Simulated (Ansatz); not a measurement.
An Ansatz (a program for electronic structure) run. Input:

Ansatz 0.2 input:
```yaml
crystal:
  lattice:
    - [5.4728446334, 0.0, 0.0]
    - [-2.7364223167, 4.7396224835, 0.0]
    - [0.0, 0.0, 2.9957143482]
  atoms:
    - { symbol: B, position: [0.3333333333, 0.6666666667, 0.0] }
    - { symbol: B, position: [0.6666666667, 0.3333333333, 0.0] }
    - { symbol: Os, position: [0.5, 0.0, 0.5] }
    - { symbol: Os, position: [0.5, 0.5, 0.5] }
    - { symbol: Os, position: [0.0, 0.5, 0.5] }
    - { symbol: Lu, position: [0.0, 0.0, 0.0] }
kpoints:
  mp_grid: { grid: [13, 13, 20] }
hamiltonian:
  xc: pbesol
  pseudopotentials: { kind: paw }
scf:
  occupations: { method: fermi_dirac, width: 0.1 }
elastic: { mode: relaxed_ion, stencil: two_point, amplitude: 0.005, f_tol: 0.0005 }
```

Output (shortened):

```
Pseudopotentials: kind: paw
Pseudopotential: B, paw, valence charge 3
Pseudopotential: Os, paw, valence charge 16
Pseudopotential: Lu, paw, valence charge 25
Functional definition: PBEsol
Crystal: 6 atoms, lattice volume = 77.706 Å³
Basis set: ecut = 420 eV, 1517 PW (Γ), exchange–correlation on 80×80×48 points (8 copies of the dense FFT grid, shifted against one another)
Bands: 48, of which v1, the nominal top of the filled ones, is band 40 counted from 1 (39 counted from 0)
Symmetry: 24 space group operations
Space group: P6/mmm (ITA 191), of the structure as read, at distance tolerance 4.3e-5 Å
k-points: 231 of 3380
PAW frozen core: B, regenerated for the run's functional, and the local potential with it
PAW frozen core: Os, regenerated for the run's functional, and the local potential with it
PAW frozen core: Lu, regenerated for the run's functional, and the local potential with it
Initial wavefunctions: pseudopotential atomic-orbital guess
Eigensolver: davidson
Functional: x = pbesol(κ = 0.804, μ = 0.12345679012345678), c = pbesol(β = 0.046)
all-band conjugate gradients solve this SCF's bands
SCF 1 converged in 13 iterations: F = -48671.978794 eV  dr2 = 1.04e-14
Crystal: 6 atoms, lattice volume = 77.318 Å³
Symmetry: 8 space group operations
k-points: 539 of 3380
Initial density: handed on by an earlier stage of this run
Initial wavefunctions: pseudopotential atomic-orbital guess (no wavefunctions were taken with the density)
SCF 2 converged in 13 iterations: F = -48671.975678 eV  dr2 = 6.48e-14
relax step   1: F+E_penalty+E_count = -48671.97567842 eV  Δ(F+E_penalty+E_count) = +0.000e0 eV  max|allowed force component| = 5.600e-2 eV/Å  Δτ_max = 0.0000 Å  (13 SCF iters, accepted)
density extrapolation: transplant  |δρ|_rms = 5.042e-2 e/Å³  SAD shift = 4.668e-4 e/Å³
Crystal: 6 atoms, lattice volume = 77.318 Å³
Initial wavefunctions: those handed on with the density
SCF 3 converged in 10 iterations: F = -48671.975880 eV  dr2 = 5.64e-15
relax step   2: F+E_penalty+E_count = -48671.97588046 eV  Δ(F+E_penalty+E_count) = -2.020e-4 eV  max|allowed force component| = 1.638e-2 eV/Å  Δτ_max = 0.0028 Å  (10 SCF iters, accepted)
density extrapolation: transplant  |δρ|_rms = 5.042e-2 e/Å³  SAD shift = 1.930e-4 e/Å³
Crystal: 6 atoms, lattice volume = 77.318 Å³
SCF 4 converged in 9 iterations: F = -48671.975899 eV  dr2 = 3.96e-14
relax step   3: F+E_penalty+E_count = -48671.97589925 eV  Δ(F+E_penalty+E_count) = -1.879e-5 eV  max|allowed force component| = 9.574e-5 eV/Å  Δτ_max = 0.0012 Å  (9 SCF iters, accepted)
Crystal: 6 atoms, lattice volume = 77.318 Å³
SCF 5 converged in 7 iterations: F = -48671.975899 eV  dr2 = 2.05e-17
Crystal: 6 atoms, lattice volume = 78.095 Å³
Basis set: ecut = 420 eV, 1521 PW (Γ), exchange–correlation on 80×80×48 points (8 copies of the dense FFT grid, shifted against one another)
SCF 6 converged in 14 iterations: F = -48671.976246 eV  dr2 = 6.34e-15
relax step   1: F+E_penalty+E_count = -48671.97624647 eV  Δ(F+E_penalty+E_count) = +0.000e0 eV  max|allowed force component| = 5.428e-2 eV/Å  Δτ_max = 0.0000 Å  (14 SCF iters, accepted)
density extrapolation: transplant  |δρ|_rms = 5.005e-2 e/Å³  SAD shift = 6.324e-4 e/Å³
Crystal: 6 atoms, lattice volume = 78.095 Å³
SCF 7 converged in 10 iterations: F = -48671.976457 eV  dr2 = 2.97e-14
relax step   2: F+E_penalty+E_count = -48671.97645713 eV  Δ(F+E_penalty+E_count) = -2.107e-4 eV  max|allowed force component| = 1.267e-3 eV/Å  Δτ_max = 0.0038 Å  (10 SCF iters, accepted)
density extrapolation: transplant  |δρ|_rms = 5.005e-2 e/Å³  SAD shift = 1.511e-5 e/Å³
Crystal: 6 atoms, lattice volume = 78.095 Å³
SCF 8 converged in 8 iterations: F = -48671.976457 eV  dr2 = 6.40e-15
relax step   3: F+E_penalty+E_count = -48671.97645725 eV  Δ(F+E_penalty+E_count) = -1.157e-7 eV  max|allowed force component| = 7.446e-6 eV/Å  Δτ_max = 0.0001 Å  (8 SCF iters, accepted)
Crystal: 6 atoms, lattice volume = 78.095 Å³
SCF 9 converged in 7 iterations: F = -48671.976457 eV  dr2 = 1.85e-15
density extrapolation: transplant  |δρ|_rms = 5.023e-2 e/Å³  SAD shift = 1.092e-2 e/Å³
Crystal: 6 atoms, lattice volume = 77.318 Å³
Basis set: ecut = 420 eV, 1515 PW (Γ), exchange–correlation on 80×80×48 points (8 copies of the dense FFT grid, shifted against one another)
SCF 10 converged in 11 iterations: F = -48671.975137 eV  dr2 = 6.27e-14
density extrapolation: first-order (α = -2.000)  |δρ|_rms = 5.023e-2 e/Å³  SAD shift = 1.084e-2 e/Å³
Crystal: 6 atoms, lattice volume = 78.095 Å³
SCF 11 converged in 9 iterations: F = -48671.976619 eV  dr2 = 1.61e-14
Crystal: 6 atoms, lattice volume = 77.706 Å³
Symmetry: 4 space group operations
k-points: 917 of 3380
SCF 12 converged in 13 iterations: F = -48671.977800 eV  dr2 = 3.21e-15
relax step   1: F+E_penalty+E_count = -48671.97779978 eV  Δ(F+E_penalty+E_count) = +0.000e0 eV  max|allowed force component| = 6.200e-4 eV/Å  Δτ_max = 0.0000 Å  (13 SCF iters, accepted)
density extrapolation: transplant  |δρ|_rms = 5.023e-2 e/Å³  SAD shift = 5.200e-6 e/Å³
Crystal: 6 atoms, lattice volume = 77.706 Å³
SCF 13 converged in 11 iterations: F = -48671.977800 eV  dr2 = 3.89e-17
relax step   2: F+E_penalty+E_count = -48671.97779980 eV  Δ(F+E_penalty+E_count) = -2.495e-8 eV  max|allowed force component| = 1.810e-4 eV/Å  Δτ_max = 0.0000 Å  (11 SCF iters, accepted)
Crystal: 6 atoms, lattice volume = 77.706 Å³
SCF 14 converged in 7 iterations: F = -48671.977800 eV  dr2 = 1.09e-14
Crystal: 6 atoms, lattice volume = 77.706 Å³
SCF 15 converged in 13 iterations: F = -48671.977800 eV  dr2 = 3.12e-15
relax step   1: F+E_penalty+E_count = -48671.97779978 eV  Δ(F+E_penalty+E_count) = +0.000e0 eV  max|allowed force component| = 6.200e-4 eV/Å  Δτ_max = 0.0000 Å  (13 SCF iters, accepted)
density extrapolation: transplant  |δρ|_rms = 5.023e-2 e/Å³  SAD shift = 5.200e-6 e/Å³
Crystal: 6 atoms, lattice volume = 77.706 Å³
SCF 16 converged in 12 iterations: F = -48671.977800 eV  dr2 = 3.85e-18
relax step   2: F+E_penalty+E_count = -48671.97779980 eV  Δ(F+E_penalty+E_count) = -2.496e-8 eV  max|allowed force component| = 1.811e-4 eV/Å  Δτ_max = 0.0000 Å  (12 SCF iters, accepted)
Crystal: 6 atoms, lattice volume = 77.706 Å³
SCF 17 converged in 7 iterations: F = -48671.977800 eV  dr2 = 1.06e-14
SCF converged after 13 iterations
Free energy (F): -48671.978794 eV
Harris-Foulkes:  -48671.978794 eV  (|F-HF|=1.46e-11)
Internal energy: -48671.874138 eV  (E = F + TS)
E sigma→0 (E₀):  -48671.926466 eV
Entropy (-TS):   -0.104656 eV (-17.443 meV/atom)
Fermi energy:    20.645011 eV
--- Per-component energies (eV) ---
  E_band       = -161.149499
  E_kinetic    = 2211.385388
  E_local      = -9054.622107  (includes V_loc(G=0)·N_el)
  E_nonlocal   = 608.927587
  E_hartree    = 3778.327137
  E_xc         = -1079.644114
  E_vxc        = -1189.559716  (∫ρ·V_xc dr)
  E_paw        = -34047.088911  (= ΣΔE_a)
  E_vpaw       = -293.934664  (= ΣTr[D̂ρ^β])
  E_aug_tail   = -0.000256  (compensation charges beyond the density's cutoff)
  E_ewald      = -11091.124249
  E_core_change = 1.965389  (= ΣΔE_core)
  E_smearing   = -0.104656  (= −TS)
  E_closure    = 0.000000  (closes the sum)
  Σ components = -48671.978794   (vs F -48671.978794, Δ=0.00e0)
--- Forces (eV/Å), atoms counted from 1 ---
  atom   1  B      0.00000000     0.00000000     0.00000000
  atom   2  B      0.00000000     0.00000000     0.00000000
  atom   3  Os     0.00000000     0.00000000     0.00000000
  atom   4  Os     0.00000000     0.00000000     0.00000000
  atom   5  Os     0.00000000     0.00000000     0.00000000
  atom   6  Lu     0.00000000     0.00000000     0.00000000
  max |Σ_I F_I| component: 0.0 eV/Å
--- Stress (GPa, compression-positive) ---
        0.104176       0.000000       0.000000
        0.000000       0.104176       0.000000
        0.000000       0.000000       0.290289
  P = ⅓ Tr σ = 0.1662 GPa (1.662 kbar)
  The stress holds the Pulay correction. Without it, at fixed plane waves, as pw.x and ABINIT print it: P = 0.0465 GPa
  The stress includes an estimate of the error left by incomplete SCF convergence (largest component  0.0000 GPa; it does not cover the PAW one-centre terms).
--- Band table (eV; the first three rows and the last of 231) ---
  k-point 0: bands = ["-65.2346", "-65.1893", "-65.1893", "-34.8390", "-25.3558", "-24.8166", "-24.8166", "-24.6594", "-24.5724", "-24.5724", "-24.4034", "-24.4034", "-24.2505", "-5.5256", "-5.5256", "-5.2164", "8.5442", "13.3333", "13.3333", "14.2619", …
  k-point 1: bands = ["-65.2344", "-65.1891", "-65.1891", "-34.8375", "-25.3551", "-24.8160", "-24.8160", "-24.6651", "-24.5778", "-24.5778", "-24.4029", "-24.4029", "-24.2500", "-5.5230", "-5.5230", "-5.2424", "8.5936", "13.3961", "13.3961", "13.8910", …
  k-point 2: bands = ["-65.2338", "-65.1885", "-65.1885", "-34.8330", "-25.3531", "-24.8141", "-24.8141", "-24.6816", "-24.5933", "-24.5933", "-24.4015", "-24.4015", "-24.2488", "-5.5154", "-5.5154", "-5.3173", "8.7395", "13.3580", "13.5810", "13.5810", …
  k-point 230: bands = ["-65.2056", "-65.2012", "-65.1808", "-34.7759", "-25.0564", "-24.9963", "-24.8436", "-24.8338", "-24.7878", "-24.6925", "-24.4874", "-24.3612", "-24.3374", "-6.1874", "-5.4116", "-5.4105", "11.8882", "12.1484", "13.4982", "14.0592", …
  band table: 48 of 48 bands, residual norms ≤ 1.0e-3 eV
--- Elastic constants: 3 strain directions × 2 members + reference (group order 24) ---
  dense FFT box of the reference and of every strained cell: 40×40×24
  strains applied: 11, 33, 23; error gains …
  C = ∂σ_k/∂η_j (tension-positive GPa; Voigt order 11 22 33 23 13 12):
       431.716    225.354    183.574      0.000      0.000      0.000
       225.354    431.716    183.574      0.000      0.000      0.000
       183.772    183.772    481.283      0.000      0.000      0.000
         0.000      0.000      0.000    164.854      0.000      0.000
         0.000      0.000      0.000      0.000    164.854      0.000
         0.000      0.000      0.000      0.000      0.000    103.181
  reference stress σ⁰ (GPa):     -0.104     -0.104     -0.290      0.000      0.000      0.000
  moduli (Voigt/Reuss/Hill, GPa): K = 281.12/281.11/281.12   G = 136.71/130.56/133.64   E = 346.07   ν = 0.295
  mechanically stable: yes (min eigenvalue of sym C = 103.18 GPa)
  harmonic check of the ions' relaxations: strain 23: 1 pair too noisy to judge …
  the stresses are not corrected for the forces that the relaxations left standing (`elastic.f_tol`)
  strain η (Voigt 11):  stress-route row diagonal C_11 = 431.72 GPa, energy-path curvature d²(F+E_count+ΔE)/dδ²/Ω₀ = 431.72 GPa
         δ    σ_11 (GPa)             F (eV)   n_scf  n_hpsi   n_pw
    -5.000e-3      -2.2957      -48671.9758993       7  441102   1532   relax 3 steps, max|allowed force component| 9.57e-5 eV/Å
     5.000e-3       2.0214      -48671.9764573       7  434492   1550   relax 3 steps, max|allowed force component| 7.45e-6 eV/Å
  strain η (Voigt 33):  stress-route row diagonal C_33 = 481.28 GPa, energy-path curvature d²(F+E_count+ΔE)/dδ²/Ω₀ = 481.25 GPa
         δ    σ_33 (GPa)             F (eV)   n_scf  n_hpsi   n_pw
    -5.000e-3      -2.7411      -48671.9751375      11  300488   1531   relax 0 steps, max|allowed force component| 5.40e-17 eV/Å
     5.000e-3       2.0718      -48671.9766191       9  255258   1548   relax 0 steps, max|allowed force component| 1.11e-16 eV/Å
  strain η (Voigt 23):  stress-route row diagonal C_44 = 164.85 GPa, energy-path curvature d²(F+E_count+ΔE)/dδ²/Ω₀ = 164.95 GPa
         δ    σ_23 (GPa)             F (eV)   n_scf  n_hpsi   n_pw
    -5.000e-3      -0.8243      -48671.9777998       7  706691   1540   relax 2 steps, max|allowed force component| 1.81e-4 eV/Å
     5.000e-3       0.8243      -48671.9777998       7  707479   1540   relax 2 steps, max|allowed force component| 1.81e-4 eV/Å
```

Cost: very roughly 60 core-minutes on shared cores.

The workflow started from an entry of the Crystallography Open Database (COD). Its standing as an ambient phase is unchecked. Symmetry was held in the PBEsol relaxation; its stability against distortions is not shown here. The run is not spin-polarised. As this level gives no gap, shear constants depend on the k-mesh and smearing (Fermi–Dirac, 0.1 eV here). Scalar-relativistic: spin–orbit coupling is off unless named, which matters more the heavier the elements.

Potentials: the later of the program's two PAW sets.

Ansatz is a plane-wave DFT program.
